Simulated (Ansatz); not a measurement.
YNiGe₃ in space group Cmmm (No. 65; Pearson symbol oS20), DFT-PBE in the program Ansatz with PAW potentials, all energies at zero smearing, with the estimated change up to a 700 eV cutoff added, with one set of potentials and settings (totals compare only within such a set). Cell of 10 atoms (2 Y, 2 Ni, 6 Ge): -45152.537 eV.

```json
[
 {"element": "Y", "reference phase": "P6_3/mmc, 2 atoms in the cell", "E (eV/atom)": "-3848.6668"},
 {"element": "Ni", "reference phase": "Fm-3m, 1 atoms in the cell, spin-polarised", "E (eV/atom)": "-5839.7239"},
 {"element": "Ge", "reference phase": "Fd-3m, 2 atoms in the cell", "E (eV/atom)": "-4294.9847"}
]
```

Formation energy per atom, worked out: (-45152.537 − 2×(-3848.6668) − 2×(-5839.7239) − 6×(-4294.9847))/10 = -0.585 eV/atom (-56 kJ per mol of atoms), at 0 K, without zero-point energy or fitted corrections.

The workflow started from a Materials Project entry (that database holds measured and hypothetical structures alike); the Crystallography Open Database copy checked does not list it. Whether it is the stable phase at ambient conditions was not checked. The cell was relaxed with PBE under the symmetry of its start; whether a distortion lowers the energy is not shown. No spin polarisation was allowed. The references are the lowest solids computed at this level, not always the standard phases.

Potentials: the later of the program's two PAW sets.
